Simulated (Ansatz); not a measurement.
## CoOs (P-6m2): spiral at q = 0

All numbers below come from DFT, LDA, all-electron LAPW, scalar-relativistic in Ansatz 0.2.0.

Command: `ansatz run input.yaml --threads 2 --pin off --max-ram 5120MiB --backend cpu --events-out ev --progress --plain --runs-dir out`

```yaml
crystal:
  lattice:
    - [2.6712738749, 0.0, 0.0]
    - [-1.3356369374, 2.3133910361, 0.0]
    - [0.0, 0.0, 4.116557]
  atoms:
    - { symbol: Co, position: [0.6666666667, 0.3333333333, 0.5], spin: 0.5, spin_axis: [1.0, 0.0, 0.0] }
    - { symbol: Os, position: [0.3333333333, 0.6666666667, 0.0] }
magnetization:
  noncollinear: true
  spin_spiral: { q: [0.0, 0.0, 0.0] }
kpoints:
  mp_grid: { grid: [12, 12, 7] }
scf:
  occupations: { method: fermi_dirac, width: 0.1 }
  lower_state_search: "off"
hamiltonian:
  xc: lda
  pseudopotentials: { kind: all_electron, lapw: { basis_error: 0.001 } }
output:
  eigenvalues: false
```

The program prints:

```
settings of this run that can trade accuracy for cost: output.eigenvalues: false. Do not mix this run's numbers with those of runs without the same settings; the input reference describes each key
LAPW: plane waves up to 8.941 Å⁻¹, error target 1.0e-3 eV per atom; small_component_spin mean_spin; Co in spheres of 1.251 Å, 17 of its electrons in bands, Dirac shells []; Os in spheres of 1.321 Å, 46 of its electrons in bands, Dirac shells [] (how accurate: hamiltonian.pseudopotentials.lapw.basis_error, Limitations)
Engine: ansatz 0.2.0
Pseudopotentials: kind: all_electron
Pseudopotential: Co, LAPW, valence charge 17, lapw/all_electron/scalar/gaussian/Co, Koelling and Harmon's equation, gaussian nucleus
Pseudopotential: Os, LAPW, valence charge 46, lapw/all_electron/scalar/gaussian/Os, Koelling and Harmon's equation, gaussian nucleus
Functional definition: SPW92
  exchange = slater_x
  correlation = pw_c
Crystal: 2 atoms, lattice volume = 25.439 Å³
Basis set: ecut = 304.59200855718746 eV, 299 PW (Γ), exchange–correlation at level 2
Bands: 76, of which v1, the nominal top of the filled ones, is band 63 counted from 1 (62 counted from 0)
Symmetry: 12 space group operations
k-points: 76 of 1008
Spin spiral: q = (0, 0, 0) of the reciprocal vectors; moments are told in the frame that turns with it, a site's in that at the site
Non-local potential: Co, projectors of the file, none
Non-local potential: Os, projectors of the file, none
Initial density: superposition of atomic densities (chi_scale 0.1, normalization cell)
Starting moments: Σ|m| = 0.5 μB on 1 of 2 sites
Initial wavefunctions: plane waves of lowest kinetic energy (no species holds an atomic orbital)
Functional: x = slater, c = lda
iter 1 solved again at ethr=8.49e-3 eV; its pass at ethr=1.00e-1 eV (dr2=5.35e0 eV) is discarded
SCF iter   1: F=—  HF=-507014.994751 eV  |F-HF|=—  |Δ(HF+E_count)|=         —  Δρ=9.24e-2  dr2=5.34e0  dr2_m=1.66e-2  ethr=8.49e-3  |M|=2.24e-1 ∫|m|=2.67e-1 μB  β_m=0.30  ⟨swp⟩=2.0  Hψ=35735  notcnv=0
preconditioner: auto → Kerker (q_TF=auto, 3.173 Å⁻¹)  [metal: Δε(μ)=0.008 eV  Ē_g=10.020 eV  σ=0.100 eV  W_gap=0.02  n_scr=22 (ndim 8)  ℏωp=30.4 eV  f_vac=0.000  D(μ)=1.82/eV (n_scr^D=22)]
spin=Noncollinear: Kerker preconditioning applied to the charge; magnetization (m_x, m_y, m_z) channels mix plain (no charge-response kernel on spin).
[...]
the basis was enlarged: its passes take 613.5 KiB over the memory plan, 2 of 2 planned eigensolver slots
[...]
SCF iter  27: F=—  HF=-507014.045605 eV  |F-HF|=—  |Δ(HF+E_count)|=   8.46e-6  Δρ=5.51e-5  dr2=7.75e-8  dr2_m=1.77e-7  ethr=2.37e-10  |M|=4.41e-1 ∫|m|=5.27e-1 μB  β_m=0.45  ⟨swp⟩=3.1  Hψ=18656  notcnv=0
SCF iter  28: F=—  HF=-507014.045607 eV  |F-HF|=—  |Δ(HF+E_count)|=   1.85e-6  Δρ=1.40e-5  dr2=1.58e-7  dr2_m=5.51e-9  ethr=1.23e-10  |M|=4.51e-1 ∫|m|=5.39e-1 μB  β_m=0.65  ⟨swp⟩=3.0  Hψ=18434  notcnv=0
SCF iter  29: F=—  HF=-507014.045607 eV  |F-HF|=—  |Δ(HF+E_count)|=   3.21e-8  Δρ=9.95e-6  dr2=7.94e-8  dr2_m=1.33e-9  ethr=1.23e-10  |M|=4.50e-1 ∫|m|=5.38e-1 μB  β_m=0.82  ⟨swp⟩=2.0  Hψ=16965  notcnv=0
SCF iter  30: F=-507014.045607 eV  HF=-507014.045607 eV  |F-HF|=4.89e-9  |Δ(HF+E_count)|=  1.75e-10  Δρ=1.65e-6  dr2=8.73e-10  dr2_m=2.71e-11  ethr=1.23e-10  |M|=4.50e-1 ∫|m|=5.38e-1 μB  ⟨swp⟩=2.0  Hψ=16965  notcnv=0
SCF 1 converged in 30 iterations: F = -507014.045607 eV  dr2 = 8.73e-10
SCF converged after 30 iterations
Magnetization: |M| = 0.4500 μB,  M = (+0.4500, +0.0000, +0.0000) μB
Absolute magnetization: 0.5382 μB (∫|m|)
  site 0: m = (+0.4806, +0.0000, +0.0000) μB, |m| = 0.4806 μB  (R = 1.25 Å)
  site 1: m = (-0.0159, -0.0000, +0.0000) μB, |m| = 0.0159 μB  (R = 1.32 Å)
Free energy (F): -507014.045607 eV
Harris-Foulkes:  -507014.045607 eV  (|F-HF|=4.89e-9)
Internal energy: -507013.962070 eV  (E = F + TS)
E sigma→0 (E₀):  -507014.003839 eV
Entropy (-TS):   -0.083536 eV (-41.768 meV/atom)
Fermi energy:    25.591449 eV
--- Per-component energies (eV) ---
  E_band       = -5542.828373
  E_kinetic    = 567261.183017
  E_xc         = -10549.718009
  E_electrostatic = -1063725.427079  (all electrons and nuclei)
  E_smearing   = -0.083536  (= −TS)
  E_closure    = 0.000000  (closes the sum)
  E_atoms      = -506992.408043  (free atoms, spherical and without spin; not in F)
  Σ components = -507014.045607   (vs F -507014.045607, Δ=0.00e0)
  Basis errors (estimates in eV, not in F): energy 2.9e-4 per atom: plane waves 2.1e-4 (1.1e-4 summed), levels above the bands 4.0e-48, relativity 8.7e-9, radial functions 7.4e-5, core shells 1.9e-8; eigenvalues (radial functions only) 1.6e-6; not estimated: angular momenta, meshes, grids; target (lapw.basis_error) 1.0e-3; muffin-tin radii Co 1.251 Å, Os 1.321 Å
settings of this run that can trade accuracy for cost: output.eigenvalues: false. Do not mix this run's numbers with those of runs without the same settings; the input reference describes each key
```

Site moments (μB): Co1 0.48, Os2 -0.02. Cell moment 0.45 μB in the turning frame.

The Ansatz runs typed with the search for lower states off end where their start leads. Spin–orbit coupling is left out although heavy atoms are present. None of this fixes the real material's magnetic order: only patterns that fit the cell were computed, at zero temperature, with a functional that can overstate moments.

It took 6.2 min on 2 threads of Arm Neoverse V2, with other jobs on the host, peak memory 1 GiB.
